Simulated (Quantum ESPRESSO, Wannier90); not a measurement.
**Wannierisation of YGe (Cmcm)**

```xyz
4
Lattice="0.0000 0.0000 3.9546 -4.2826 0.0000 0.0000 2.1413 -5.3622 0.0000" Properties=species:S:1:pos:R:3 pbc="T T T"
Y      0.0000    -1.4865    -0.9887
Y      0.0000     1.4865     0.9887
Ge    -2.1413     0.9049    -0.9887
Ge     2.1413    -0.9049     0.9887
```

Structure: Materials Project mp-9971, symmetrised, not relaxed again. Not found in the COD (Crystallography Open Database) copy used; not checked further. Method: PBEsol plane waves in Quantum ESPRESSO 7.5 (PseudoDojo norm-conserving files, 63 Ry, spinors with spin-orbit coupling), Bloch states on a 4×4×4 mesh through Γ, Wannier90 4.0.1. Density: 8×8×8 mesh, cold smearing 0.01 Ry.

A tight-binding model is made by disentanglement and projection with no localisation steps (num_iter = 0), so the 52 orbitals stay atom-like: hydrogen-like Y: s;p;d; Ge: s;p, axes along x, y, z; frozen window up to 3.00 eV relative to the Fermi level. It follows pw.x to 17 meV rms for states up to 1.0 eV relative to the Fermi level. Matrix elements depend on this choice of orbitals and windows.

The 20 largest hoppings ⟨m,0|H|n,R⟩ between different sites (one of each Hermitian pair; signs follow the real orbitals' lobes; the list may end inside a set of equal values):

```tsv
m	n	R	distance of the centres (Å)	t (eV)	Im t (eV)
Y1 py↑	Ge3 py↑	0 0 1	3.09	2.132	0.000
Y1 py↓	Ge3 py↓	0 0 1	3.09	2.132	0.000
Ge4 py↑	Y2 py↑	0 0 1	3.09	2.132	0.000
Ge4 py↓	Y2 py↓	0 0 1	3.09	2.132	0.000
Y1 dx2-y2↑	Ge3 py↑	0 0 1	3.00	1.670	0.000
Y1 dx2-y2↓	Ge3 py↓	0 0 1	3.00	1.670	0.000
Ge4 py↑	Y2 dx2-y2↑	0 0 1	3.00	-1.670	0.000
Ge4 py↓	Y2 dx2-y2↓	0 0 1	3.00	-1.670	0.000
Ge3 pz↑	Ge4 py↑	0 1 0	2.65	-1.644	0.000
Ge3 pz↓	Ge4 py↓	0 1 0	2.65	-1.644	0.000
Ge3 py↑	Ge4 pz↑	0 1 0	2.65	-1.644	0.000
Ge3 py↓	Ge4 pz↓	0 1 0	2.65	-1.644	0.000
Ge4 pz↑	Ge3 py↑	1 -1 0	2.65	1.644	0.000
Ge4 pz↓	Ge3 py↓	1 -1 0	2.65	1.644	0.000
Ge4 py↑	Ge3 pz↑	1 -1 0	2.65	1.644	0.000
Ge4 py↓	Ge3 pz↓	1 -1 0	2.65	1.644	0.000
Y1 s↑	Ge3 py↑	0 0 1	3.02	-1.627	0.000
Y1 s↓	Ge3 py↓	0 0 1	3.02	-1.627	0.000
Ge4 py↑	Y2 s↑	0 0 1	3.02	1.627	0.000
Ge4 py↓	Y2 s↓	0 0 1	3.02	1.627	0.000
```
